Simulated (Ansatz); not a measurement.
**Data sheet: AlPd (DFT)**

AlPd:
```
AlPd
1.0
    1.41341    -5.04304     0.00000
    1.41341     5.04304     0.00000
    0.00000     0.00000     4.25715
Al Pd
2 2
Direct
  0.65203   0.34797   0.25000
  0.34797   0.65203   0.75000
  0.90891   0.09109   0.25000
  0.09109   0.90891   0.75000
```

Space group Cmcm (No. 63); conventional cell a = 2.827 Å, b = 10.086 Å, c = 4.257 Å, α = 90.00°, β = 90.00°, γ = 90.00°.

Method: plane-wave PAW PBE (Ansatz code). Geometry: relaxed at this level of theory. Other levels are named where they apply.

### Cell and energy

```
Quantity                                                      Result
-----------------------------------------------------  -------------
Volume per atom                                             15.17 Å³
Density                                                   7.30 g/cm³
Formation energy from the elements (no fitted shifts)  -0.71 eV/atom
```

### Electronic structure

```
Property                                                                     Value
------------------------------------  --------------------------------------------
Electronic character                                             metallic (no gap)
Density of states at the Fermi level  0.37 states/eV per atom (mean over ±0.08 eV)
```

The start of the workflow was typed in or built on a structure type; neither database checked (COD, Materials Project) lists it. Its standing as an ambient phase is unchecked. The cell was relaxed with PBE under the symmetry of its start; its stability against distortions is not shown here. The run is not spin-polarised. Axis ratios of metals converge slowly with the k-mesh, so a and c are less sure than the volume. The references are the lowest solids computed at this level, not always the standard phases. Spin–orbit coupling is left out wherever it is not named.

Potentials: the earlier of the program's two PAW sets.
